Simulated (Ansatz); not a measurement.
**Trial structure types under relaxation**

Method: DFT PBE, scalar-relativistic, plane waves, PAW (Ansatz 0.2.0). Settings: cutoff 420 eV, Γ-centred meshes no coarser than 0.19 Å⁻¹ for metals and 0.3 Å⁻¹ for insulators (2π included), Gaussian smearing.

Each formula is placed on the named type at a guessed volume, then cell and atoms relax at zero pressure without lowering the symmetry. Keeping the type says nothing about stability against other structures or lower symmetry. Neighbours of unlike kind are counted within 25 % of the shortest distance of their pair. The atoms listed around a site end at a clear gap in distance instead, so their number can differ.

Spin–orbit coupling is left out.

Run without spin polarisation, though moments may exist and would change the cell: TaV.

Task: TaV on the CoSn type (P6/mmm, No. 191), with Ta for Co, V for Sn: does the type hold?

Result: Yes: a = 5.658 Å, c = 4.199 Å. Ta has 4 V at 2.66 Å, 2 V at 2.83 Å and 4 Ta at 2.83 Å; V on Wyckoff site a (1 atom of the primitive cell) has 6 Ta at 2.83 Å; V on Wyckoff site d (2 atoms of the primitive cell) has 6 Ta at 2.66 Å.

Task: Ga2H on the rutile type (P4_2/mnm, No. 136), with H for Ti, Ga for O: does the type hold?

Result: No. It keeps the space group, but the neighbours change from Ga 3 H; H 6 Ga to Ga 1 H; H 2 Ga, with a = 5.770 Å, c = 2.778 Å. Around Ga lie 1 H at 1.78 Å; around H lie 2 Ga at 1.78 Å.

Cost: 2 runs of about 10 core-minutes in all, on Arm Neoverse V2, Arm Neoverse V1 (shared hosts).